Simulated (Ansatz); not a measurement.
Total density of states per atom from the program Ansatz at the r²SCAN level (PAW), in 0.25 eV bins, energy from the valence-band maximum:

| E (eV) | states/eV/atom |
|---|---|
| -3.20 | 0.00 |
| -2.95 | 1.15 |
| -2.70 | 0.84 |
| -2.45 | 0.80 |
| -2.20 | 0.92 |
| -1.95 | 1.71 |
| -1.70 | 2.11 |
| -1.45 | 1.52 |
| -1.20 | 1.24 |
| -0.95 | 1.37 |
| -0.70 | 2.23 |
| -0.45 | 2.40 |
| -0.20 | 1.39 |
| 0.05 | 0.33 |
| 0.30 | 0.00 |
| 0.55 | 0.00 |
| 0.80 | 0.00 |
| 1.05 | 0.00 |
| 1.30 | 0.00 |
| 1.55 | 0.00 |
| 1.80 | 0.00 |
| 2.05 | 0.00 |
| 2.30 | 0.00 |
| 2.55 | 0.00 |
| 2.80 | 0.00 |
| 3.05 | 0.00 |
| 3.30 | 0.00 |
| 3.55 | 0.00 |
| 3.80 | 0.00 |
| 4.05 | 0.00 |
| 4.30 | 0.00 |
| 4.55 | 0.00 |
| 4.80 | 0.00 |
| 5.05 | 0.00 |
| 5.30 | 0.00 |
| 5.55 | 0.00 |
| 5.80 | 0.00 |
| 6.05 | 0.00 |
| 6.30 | 0.00 |
| 6.55 | 0.00 |
| 6.80 | 0.00 |
| 7.05 | 0.38 |
| 7.30 | 0.75 |
| 7.55 | 1.01 |
| 7.80 | 1.75 |
| 8.05 | 1.16 |
| 8.30 | 0.85 |
| 8.55 | 0.13 |
| 8.80 | 0.39 |
| 9.05 | 0.49 |
| 9.30 | 0.55 |
| 9.55 | 0.43 |
| 9.80 | 0.43 |
| 10.05 | 0.46 |
| 10.30 | 0.46 |
| 10.55 | 0.46 |
| 10.80 | 0.48 |
| 11.05 | 0.52 |
| 11.30 | 0.45 |
| 11.55 | 0.19 |
| 11.80 | 0.18 |

Problem. Which of these materials gives this?
A) ScF3, ReO3 type
B) ScB2, P6/mmm (Sc on 1a, B on 2d)
C) HgF2, fluorite
D) ScCo3C, anti-perovskite

Solution. A, ScF3, ReO3 type. Top 1 eV of the valence band: F 2p 98 %. Bottom 1 eV of the conduction band: Sc 3d 92 %, F 2p 7 %. Projections are on Löwdin-orthogonalised atomic valence shells; empty p or d shells of many metals are not among them.

Space group Pm-3m (ReO3 type). The workflow started from an entry of the Crystallography Open Database (COD, 300 K), which files this formula under 4 space groups. Whether it is the stable phase at ambient conditions was not checked. The cell was relaxed with r²SCAN under the symmetry of its start; its stability against distortions is not shown here. No spin polarisation was allowed.

Potentials: the later of the program's two PAW sets.
